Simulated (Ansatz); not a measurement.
Relaxed Ba (bcc, W type):

```xyz
2
Lattice="-5.0200 5.0200 5.0200 2.5100 -2.5100 2.5100 2.5100 2.5100 -2.5100" Properties=species:S:1:pos:R:3 pbc="T T T"
Ba     0.0000     0.0000     0.0000
Ba    -2.5100     2.5100     2.5100
```

The atoms are displaced by Q × the pattern below (from a DFPT mode at N = (0.5, 0.0, 0.0), largest move 1; Q in Å), at fixed cell. (q is in reciprocal vectors of the primitive cell; the cell shown is doubled to hold the pattern.)

```
atom       x      y      z
----  ------  -----  -----
Ba1    1.000  0.000  0.000
Ba2   -1.000  0.000  0.000
```

Level of theory: PBE (plane waves to 420 eV, PAW, scalar-relativistic; Ansatz, a first-principles code). k mesh 13×13×13 (Γ-centred), Fermi-Dirac smearing 0.05 eV. The energy includes the smearing's −TS. With partly filled bands, energies and forces of such displacements shift with the k mesh and the smearing. Ba was relaxed with its symmetry unable to fall. ΔE is measured from the undisplaced structure. The last digit holds for this mesh only.

```
Q (Å)    ΔE (meV/cell)
-------  -------------
-0.1000       withheld
-0.0833           9.43
-0.0667           6.04
-0.0500           3.40
-0.0333           1.51
-0.0167           0.38
0.0000            0.00
0.0167            0.38
0.0333            1.51
0.0500            3.40
0.0667            6.04
0.0833            9.43
0.1000        withheld
```

**Question.** Fit an even polynomial form (powers 2, 4) to the given rows and predict ΔE at Q = 0.1000.

**Answer.** Least squares on the 11 given rows: ΔE = (1359)·Q² + (-4.438)·Q⁴, in meV/cell with Q in Å; root-mean-square residual 0.003 meV/cell. At 0.1000 the fit gives 13.59 meV/cell; the calculation gives 13.56 meV/cell, so the extrapolation is off by 0.03 (+0.2 %). The quadratic term alone would give 13.59 meV/cell.

(For displaced atoms, the force is minus the slope of the energy, and its curvature is a force constant, which sets phonon frequencies.)
